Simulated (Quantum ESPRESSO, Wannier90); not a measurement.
Wannierisation of RbCl (rock salt)

Cell from Materials Project (mp-23295), symmetrised, no further relaxation. COD (Crystallography Open Database) has the formula in 2 space groups, this one among them (matched by group alone). Method: PBEsol plane waves in Quantum ESPRESSO 7.5 (PseudoDojo norm-conserving files, 47 Ry, spinors with spin-orbit coupling), Bloch states on a 8×8×8 mesh through Γ, Wannier90 4.0.1. Density: 8×8×8 mesh, cold smearing 0.01 Ry.

On the energy scale of pw.x, whose zero is arbitrary, the valence-band maximum lies at 0.92 eV.

Input w.win:

```
num_bands = 6
num_wann = 6
exclude_bands = 1-10,17-30
spinors = true
num_iter = 1000
conv_tol = 1.0e-6
conv_window = 4
write_hr = true
write_u_matrices = true
auto_projections = true
begin unit_cell_cart
ang
    0.0000000000    3.3087050000    3.3087050000
    3.3087050000    0.0000000000    3.3087050000
    3.3087050000    3.3087050000    0.0000000000
end unit_cell_cart
begin atoms_frac
Rb   0.0000000000  0.0000000000  0.0000000000
Cl   0.5000000000  0.5000000000  0.5000000000
end atoms_frac
mp_grid = 8 8 8
begin kpoints
0.0000000000 0.0000000000 0.0000000000
0.0000000000 0.0000000000 0.1250000000
0.0000000000 0.0000000000 0.2500000000
... (509 more lines: the 8x8x8 mesh through Gamma)
end kpoints
```

Input of pw2wannier90.x that gives the overlap and projection files (equivalent; here they were cut from one run over all bands):

```
&inputpp
  outdir = './out'
  prefix = 'pwscf'
  seedname = 'w'
  write_amn = .true.
  write_mmn = .true.
  atom_proj = .true.
  atom_proj_exclude = 1 2 3 4 5 6 7 8 9 10 11 12
/
```

Output w.wout (banner and timings cut):

```
                                    ------
                                    SYSTEM
                                    ------

                              Lattice Vectors (Ang)
                    a_1     0.000000   3.308705   3.308705
                    a_2     3.308705   0.000000   3.308705
                    a_3     3.308705   3.308705   0.000000

                   Unit Cell Volume:      72.44429  (Ang^3)

                        Reciprocal-Space Vectors (Ang^-1)
                    b_1    -0.949493   0.949493   0.949493
                    b_2     0.949493  -0.949493   0.949493
                    b_3     0.949493   0.949493  -0.949493

 *----------------------------------------------------------------------------*
 |   Site       Fractional Coordinate          Cartesian Coordinate (Ang)     |
 +----------------------------------------------------------------------------+
 | rb   1   0.00000   0.00000   0.00000   |    0.00000   0.00000   0.00000    |
 | cl   1   0.50000   0.50000   0.50000   |    3.30870   3.30870   3.30870    |
 *----------------------------------------------------------------------------*
                                ------------
                                K-POINT GRID
                                ------------

             Grid size =  8 x  8 x  8      Total points =  512

 *---------------------------------- MAIN ------------------------------------*
 |  Number of Wannier Functions               :                 6             |
 |  Number of Objective Wannier Functions     :                 6             |
 |  Number of input Bloch states              :                 6             |
 |  Output verbosity (1=low, 5=high)          :                 1             |
 |  Timing Level (1=low, 5=high)              :                 1             |
 |  Optimisation (0=memory, 3=speed)          :                 3             |
 |  Length Unit                               :               Ang             |
 |  Post-processing setup (write *.nnkp)      :                 F             |
 |  Using Gamma-only branch of algorithms     :                 F             |
 *----------------------------------------------------------------------------*
 *------------------------------- WANNIERISE ---------------------------------*
 |  Total number of iterations                :              1000             |
 |  Number of CG steps before reset           :                 5             |
 |  Trial step length for line search         :             2.000             |
 |  Convergence tolerence                     :         0.100E-05             |
 |  Convergence window                        :                 4             |
 |  Iterations between writing output         :                 1             |
 |  Iterations between backing up to disk     :               100             |
 |  Write r^2_nm to file                      :                 F             |
 |  Write xyz WF centres to file              :                 F             |
 |  Write on-site energies <0n|H|0n> to file  :                 F             |
 |  Use guiding centre to control phases      :                 F             |
 |  Use phases for initial projections        :                 F             |
 *----------------------------------------------------------------------------*
 *-------------------------------- PLOTTING ----------------------------------*
 |  Plotting Hamiltonian in WF basis          :                 T             |
 *----------------------------------------------------------------------------*

       ... (k-mesh section left out)

 Starting a new Wannier90 calculation ...

 Reading overlaps from w.mmn

 Reading projections from w.amn

 *------------------------------- WANNIERISE ---------------------------------*
 +--------------------------------------------------------------------+<-- CONV
 | Iter  Delta Spread     RMS Gradient      Spread (Ang^2)            |<-- CONV
 +--------------------------------------------------------------------+<-- CONV

 ------------------------------------------------------------------------------
 Initial State
  WF centre and spread    1  (  3.308705,  3.308705,  3.308705 )     1.60669248
  WF centre and spread    2  (  3.308705,  3.308705,  3.308705 )     1.60668716
  WF centre and spread    3  (  3.308705,  3.308705,  3.308705 )     1.60668716
  WF centre and spread    4  (  3.308705,  3.308705,  3.308705 )     1.60669248
  WF centre and spread    5  (  3.308705,  3.308705,  3.308705 )     1.59704467
  WF centre and spread    6  (  3.308705,  3.308705,  3.308705 )     1.59704467
  Sum of centres and spreads ( 19.852230, 19.852230, 19.852230 )     9.62084863

      0     0.962E+01     0.0000000000        9.6208486306  <-- CONV
        O_D=      0.0007213 O_OD=      0.0153793 O_TOT=      9.6208486 <-- SPRD
 ------------------------------------------------------------------------------
      1    -0.980E-06     0.0007008694        9.6208476506  <-- CONV
        O_D=      0.0007212 O_OD=      0.0153784 O_TOT=      9.6208477 <-- SPRD
      2    -0.326E-06     0.0004671524        9.6208473249  <-- CONV
        O_D=      0.0007212 O_OD=      0.0153781 O_TOT=      9.6208473 <-- SPRD
      3    -0.151E-06     0.0002935264        9.6208471742  <-- CONV
        O_D=      0.0007212 O_OD=      0.0153780 O_TOT=      9.6208472 <-- SPRD
      4    -0.629E-07     0.0002005002        9.6208471114  <-- CONV
        O_D=      0.0007212 O_OD=      0.0153779 O_TOT=      9.6208471 <-- SPRD
             <<<     Delta < 1.000E-06  over  4 iterations     >>>
             <<< Wannierisation convergence criteria satisfied >>>
 Final State
  WF centre and spread    1  (  3.308705,  3.308705,  3.308705 )     1.60668738
  WF centre and spread    2  (  3.308705,  3.308705,  3.308705 )     1.60668225
  WF centre and spread    3  (  3.308705,  3.308705,  3.308705 )     1.60668225
  WF centre and spread    4  (  3.308705,  3.308705,  3.308705 )     1.60668738
  WF centre and spread    5  (  3.308705,  3.308705,  3.308705 )     1.59705393
  WF centre and spread    6  (  3.308705,  3.308705,  3.308705 )     1.59705393
  Sum of centres and spreads ( 19.852230, 19.852230, 19.852230 )     9.62084711

         Spreads (Ang^2)       Omega I      =     9.604747986
        ================       Omega D      =     0.000721180
                               Omega OD     =     0.015377945
    Final Spread (Ang^2)       Omega Total  =     9.620847111
```
